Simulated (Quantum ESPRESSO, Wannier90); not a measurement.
Tight-binding from DFT: ZrN (rock salt)

```
ZrN
1.0
    0.00000     2.29427     2.29427
    2.29427     0.00000     2.29427
    2.29427     2.29427     0.00000
Zr N
1 1
Direct
  0.50000   0.50000   0.50000
  0.00000   0.00000   0.00000
```

Materials Project entry mp-1352; symmetrised, unrelaxed at this level. COD (Crystallography Open Database) has an entry of this formula and space group (matched by these alone). Level: PBEsol, no spin polarisation, no spin-orbit coupling; pw.x of Quantum ESPRESSO at 68 Ry with PseudoDojo potentials, 12×12×12 k-points, Wannier90. Density: 12×12×12 mesh, cold smearing 0.01 Ry.

Base run: 8 functions from bands 6-22 of the 22 computed, start hydrogen-like Zr: d; N: p, frozen window up to 1.50 eV relative to the Fermi level, outer window open. One thing is changed at a time; window edges are relative to the Fermi level. The misfit compares interpolated bands with pw.x on a high-symmetry path, for states up to 1.0 eV relative to the Fermi level. Converged means that the tolerances were met: symmetric starts can stop on a saddle, which shows as a larger Ω_OD at equal Ω_I and can move the misfit too.

Which of these settings interpolates worst among those that finish?
A. base
B. frozen window to 0.50 eV
C. no frozen window
D. outer window to 9.76 eV
E. frozen window to -1.50 eV
F. frozen window to 1.00 eV

C, no frozen window. The whole sweep:

```json
[
 {"setting": "base", "functions": "8", "frozen to (eV)": "1.50", "Ω_I (Å²)": "10.35", "Ω_D (Å²)": "0.00", "Ω_OD (Å²)": "0.29", "rms misfit (meV)": "1.8", "worst (meV)": "12", "ended": "converged"},
 {"setting": "frozen window to 0.50 eV", "functions": "8", "frozen to (eV)": "0.50", "Ω_I (Å²)": "9.83", "Ω_D (Å²)": "0.00", "Ω_OD (Å²)": "0.21", "rms misfit (meV)": "28", "worst (meV)": "288", "ended": "converged"},
 {"setting": "frozen window to 1.00 eV", "functions": "8", "frozen to (eV)": "1.00", "Ω_I (Å²)": "10.07", "Ω_D (Å²)": "0.00", "Ω_OD (Å²)": "0.25", "rms misfit (meV)": "6.3", "worst (meV)": "63", "ended": "converged"},
 {"setting": "frozen window to -1.50 eV", "functions": "8", "frozen to (eV)": "-1.50", "Ω_I (Å²)": "9.14", "Ω_D (Å²)": "0.00", "Ω_OD (Å²)": "0.14", "rms misfit (meV)": "335", "worst (meV)": "1126", "ended": "converged"},
 {"setting": "frozen window to 3.02 eV", "functions": "8", "frozen to (eV)": "3.02", "Ω_I (Å²)": "–", "Ω_D (Å²)": "–", "Ω_OD (Å²)": "–", "rms misfit (meV)": "–", "worst (meV)": "–", "ended": "stops: too many frozen states"},
 {"setting": "no frozen window", "functions": "8", "frozen to (eV)": "none", "Ω_I (Å²)": "7.24", "Ω_D (Å²)": "0.00", "Ω_OD (Å²)": "0.06", "rms misfit (meV)": "2106", "worst (meV)": "4351", "ended": "converged"},
 {"setting": "outer window to 9.76 eV", "functions": "8", "frozen to (eV)": "1.50", "Ω_I (Å²)": "11.41", "Ω_D (Å²)": "0.00", "Ω_OD (Å²)": "0.37", "rms misfit (meV)": "0.7", "worst (meV)": "6.0", "ended": "converged"},
 {"setting": "outer window to 12.76 eV", "functions": "8", "frozen to (eV)": "1.50", "Ω_I (Å²)": "10.90", "Ω_D (Å²)": "0.00", "Ω_OD (Å²)": "0.32", "rms misfit (meV)": "0.9", "worst (meV)": "9.8", "ended": "converged"}
]
```
